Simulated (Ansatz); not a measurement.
FeSi$_{2}$:
```
CELL_PARAMETERS angstrom
      2.36989    -3.96085     0.00000
      2.36989     3.96085     0.00000
      0.00000     0.00000     7.90944
ATOMIC_POSITIONS crystal
  Si 0.25000 0.75000 0.59538
  Si 0.59545 0.40455 0.75000
  Si 0.90455 0.09545 0.75000
  Si 0.25000 0.75000 0.90462
  Fe 0.75000 0.75000 0.00000
  Fe 0.25000 0.25000 0.00000
  Si 0.75000 0.25000 0.09538
  Si 0.09545 0.90455 0.25000
  Si 0.40455 0.59545 0.25000
  Si 0.75000 0.25000 0.40462
  Fe 0.25000 0.25000 0.50000
  Fe 0.75000 0.75000 0.50000
```
Starting moments (μB, in the order of the atoms Si Si Si Si Fe Fe Si Si Si Si Fe Fe): 0.0 0.0 0.0 0.0 1.1 1.1 0.0 0.0 0.0 0.0 -1.1 -1.1.

This is the PBE-relaxed structure.

**Question.** All from the program Ansatz at the PBE level (PAW), unless another level is named. Estimate the electronic character.

**Answer.** metallic (no gap).

**Question.** Next, the density of states at the Fermi level?

**Answer.** 0.32 states/eV per atom (mean over ±0.08 eV).

**Question.** Next, the formation energy from the elements (no fitted shifts)?

**Answer.** -28 kJ/mol of atoms.

Space group I4/mcm. A made-up cell: these elements were put on the sites of a structure type; neither database checked (COD, Materials Project) lists it. COD files the formula under space group No. 64, 123, so this cell is another polymorph or a model. Whether it is the stable phase at ambient conditions was not checked. Symmetry was held in the PBE relaxation, as lowered by the spin order; its stability against distortions is not shown here. Spin order of the final state: antiferromagnetic, chosen from 5 collinear starts compared on coarse meshes (ties went to the first, and starts can fall back to one state), not a proven ground state. The references are the lowest solids computed at this level, not always the standard phases.

Potentials: the later of the program's two PAW sets.
